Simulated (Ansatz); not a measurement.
InAs:
```xyz
2
Lattice="0.0000 3.0539 3.0539 3.0539 0.0000 3.0539 3.0539 3.0539 0.0000" Properties=species:S:1:pos:R:3 pbc="T T T"
In     1.5270     1.5270     1.5270
As     0.0000     0.0000     0.0000
```

Relaxed with r²SCAN.

**Question.** Map the valence electron density (e/Å³), cut off at 1 on the plane through (0.250, 0.250, 0.250) spanned by u = [1, 0, 0] and v = [-1, 1, 1] in lattice vectors, from plane-wave PAW r²SCAN (Ansatz code).

**Answer.** x is the fraction of u, y of v (the angle between them is 90°; rows are the nearest grid lines); atoms in the plane: In at (0.00, 0.00), As at (0.50, 0.75).
```
y \ x   0.000  0.0909  0.182  0.273  0.364  0.455  0.545  0.636  0.727  0.818  0.909   1.00
------  -----  ------  -----  -----  -----  -----  -----  -----  -----  -----  -----  -----
1.00     1.00    1.00   1.00  0.274  0.150  0.126  0.126  0.150  0.274   1.00   1.00   1.00
0.935    1.00    1.00  0.844  0.340  0.308  0.327  0.328  0.308  0.340  0.846   1.00   1.00
0.839   0.456   0.381  0.338  0.486  0.838   1.00   1.00  0.837  0.486  0.338  0.380  0.456
0.774   0.133   0.152  0.246  0.528   1.00   1.00   1.00   1.00  0.528  0.246  0.153  0.133
0.677   0.040   0.057  0.130  0.344  0.944   1.00   1.00  0.946  0.344  0.130  0.057  0.040
0.613   0.021   0.030  0.072  0.184  0.406  0.635  0.636  0.405  0.184  0.073  0.030  0.021
0.548   0.014   0.018  0.038  0.086  0.168  0.247  0.247  0.168  0.086  0.038  0.018  0.014
0.452   0.014   0.014  0.019  0.030  0.045  0.060  0.060  0.045  0.030  0.019  0.014  0.014
0.387   0.021   0.020  0.019  0.020  0.023  0.027  0.026  0.023  0.020  0.019  0.020  0.021
0.323   0.040   0.036  0.028  0.020  0.017  0.015  0.015  0.017  0.020  0.028  0.036  0.040
0.226   0.133   0.113  0.070  0.037  0.019  0.013  0.013  0.019  0.037  0.071  0.113  0.133
0.161   0.456   0.345  0.166  0.069  0.031  0.018  0.018  0.031  0.068  0.166  0.346  0.456
0.0645   1.00    1.00  0.815  0.184  0.077  0.052  0.051  0.077  0.183  0.813   1.00   1.00
0.000    1.00    1.00   1.00  0.274  0.150  0.126  0.126  0.150  0.274   1.00   1.00   1.00
```

The density is the valence pseudo-density with augmentation charge, so density and ELF within about 1 Å of a nucleus are not all-electron values.

Space group F-43m (zinc blende). Symmetry was held in the r²SCAN relaxation; phonons on a q-mesh show no instability.

Potentials: the earlier of the program's two PAW sets.
